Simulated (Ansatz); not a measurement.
# MgMn₂P₂O₈F₂, one structure, two calculations

Cell: a Materials Project structure (computed, not necessarily an observed phase).

```
Mg Mn P O F
1.0
     5.20300    0.00000    0.00000
    -0.74476    5.36779    0.00000
    -2.31097   -2.60894    6.63371
Mg Mn P O F
1 2 2 8 2
Direct
  0.55728 0.24872 0.83502
  0.00962 0.98896 0.00994
  0.50267 0.50253 0.48864
  0.91381 0.55295 0.23942
  0.10147 0.45430 0.76302
  0.18869 0.76176 0.86586
  0.19995 0.29938 0.90313
  0.77602 0.35488 0.65745
  0.26544 0.37455 0.61956
  0.81096 0.65777 0.06627
  0.23377 0.65292 0.34862
  0.77750 0.63172 0.39589
  0.81402 0.23872 0.12063
  0.66813 0.90121 0.76089
  0.33068 0.12962 0.24974
```

Atom numbers follow the list; atoms alike are taken as one site, whose name carries the number of the first.

First run. Method: Kohn–Sham DFT in Ansatz, PBE, plane waves and PAW, scalar-relativistic, collinear spin, 420 eV cutoff, Γ-centred 4×4×3 k-points, Fermi–Dirac smearing 0.02 eV. Start moments as typed (μB): 4 on each Mn, none on the rest.

```csv
site,atom,V_zz (10²¹ V/m²),η,m (μB)
Mg,1,1.42,0.65,0.00
Mn2,2,-4.50,0.28,3.25
Mn3,3,-2.16,0.35,3.21
P4,4,2.49,0.41,0.01
P5,5,-2.02,0.61,0.01
O6,6,9.69,0.52,0.02
O7,7,8.87,0.50,0.02
O9,9,10.24,0.23,0.00
O10,10,8.73,0.64,0.04
O11,11,10.16,0.51,0.02
O12,12,10.83,0.38,0.03
O13,13,9.41,0.52,0.01
F14,14,-8.41,0.71,0.04
F15,15,12.92,0.18,0.09
```

Second run. The same atoms and settings, except that the start moments (μB) are 0 4 -4 0 0 0 0 0 0 0 0 0 0 0 0 by atom.

Problem. What does the second run give?

Solution. 

```
site  atom   V_zz     η  change of V_zz  m (μB)
  Mg     1   1.42  0.65            0.00    0.00
 Mn2     2  -4.70  0.35           -0.20    3.18
 Mn3     3  -3.16  0.27           -1.00   -3.21
  P4     4   2.53  0.36           +0.04    0.00
  P5     5  -1.95  0.61           +0.07    0.00
  O6     6   9.74  0.54           +0.05    0.01
  O7     7   8.89  0.50           +0.02    0.04
  O9     9  10.19  0.22           -0.05   -0.01
 O10    10   8.82  0.63           +0.09    0.04
 O11    11  10.20  0.50           +0.04   -0.02
 O12    12  10.84  0.37           +0.01   -0.03
 O13    13   9.58  0.51           +0.17    0.00
 F14    14  -8.37  0.68           +0.04   -0.01
 F15    15  11.68  0.25           -1.24   -0.01
```

The largest change of V_zz is on F15, from 12.92 to 11.68. In per cent, |V_zz| changes by 0 on Mg, +5 to +46 on Mn, -4 to +2 on P, 0 to +2 on O, -10 to 0 on F (all sites that start above 0.5). On Mn2 V_xx and V_yy change places (or their axes turn by over 50°), so the two values of η hide a larger change. The table leaves out 1 of the 15 sites, with |V_zz| up to 9.50; their tensors move by 0.09 at most along any direction. The statements above cover all sites. The absolute magnetisation of the cell goes from 8.3 to 8.1 μB.

The largest force is 0.6 eV/Å, so the atoms aren't at the calculated equilibrium and relaxing them would move these values. The magnetic order is the one that the run reached from its start moments, not necessarily the measured one.
For the first run: The program didn't check the stability of this electronic state in full, so a lower one may lie near. All moments are parallel here, as the start or the cell imposes; many such compounds order antiparallel, where fields and spin densities carried over to other atoms largely cancel.
